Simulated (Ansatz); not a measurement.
## Ga₂NiO₄, first-principles data

Ga₂NiO₄:
```xyz
14
Lattice="-2.8912 2.9530 4.1245 2.8912 -2.9530 4.1245 2.8912 2.9530 -4.1245" Properties=species:S:1:pos:R:3 pbc="T T T"
Ga     2.8912     1.4765     3.0311
Ga     0.0000     1.4765     1.0934
Ga     2.8912     0.0000     0.0000
Ga     0.0000     0.0000     4.1245
Ni     1.4456    -1.4765     2.0623
Ni     1.4456     1.4765    -2.0623
O      0.0000     2.9945     2.1684
O      2.8912    -0.0415     1.9561
O      2.8912     2.9114    -1.9561
O      0.0000     0.0415     6.0807
O      4.2510     1.4765    -0.0073
O     -1.3598     1.4765     4.1318
O      1.5314     1.4765    -0.0073
O      1.3598     1.4765     4.1318
```
The run is spin-polarised; directions of the spins, atom by atom: 0 0 0 0 ↑ ↑ 0 0 0 0 0 0 0 0.

Space group Imma (No. 74); conventional cell a = 5.782 Å, b = 5.906 Å, c = 8.249 Å, α = 90.00°, β = 90.00°, γ = 90.00°.

Method: plane-wave PAW r²SCAN (Ansatz code). Structure relaxed to zero pressure with the same functional. Other levels are named where they apply.

### Cell and energy

- Volume per atom = 10.06 Å³
- Density = 6.18 g/cm³
- Formation energy from the elements (no fitted shifts) = -1834 meV/atom

### Electronic structure

Band gap: 1.56 eV (direct)
Valence-band maximum: at Γ
Conduction-band minimum: at Γ

### Magnetism

Magnetic order: ferromagnetic
Net moment: 0.29 μB per atom

The workflow started from a Materials Project entry (that database holds measured and hypothetical structures alike); the Crystallography Open Database copy checked does not list it. With Ga and Ni taken as one species the cell has the higher symmetry Fd-3m, so it may be an ordered model of a mixed-site phase. Whether it is the stable phase at ambient conditions was not checked. Symmetry was held in the r²SCAN relaxation; whether a distortion lowers the energy is not shown. The final state is ferromagnetic, chosen from 2 collinear starts compared on coarse meshes (ties went to the first, and starts can fall back to one state), not a proven ground state. Other orbital occupations within this spin state were not tried. No Hubbard U is applied. The references are the lowest solids computed at this level, not always the standard phases (solids in place of the gases). Scalar-relativistic: spin–orbit coupling is off unless named, which matters more the heavier the elements.

Potentials: the earlier of the program's two PAW sets. The files were generated under PBE; for other functionals the program regenerates the frozen cores, and for LDA and PBEsol the local potential too.
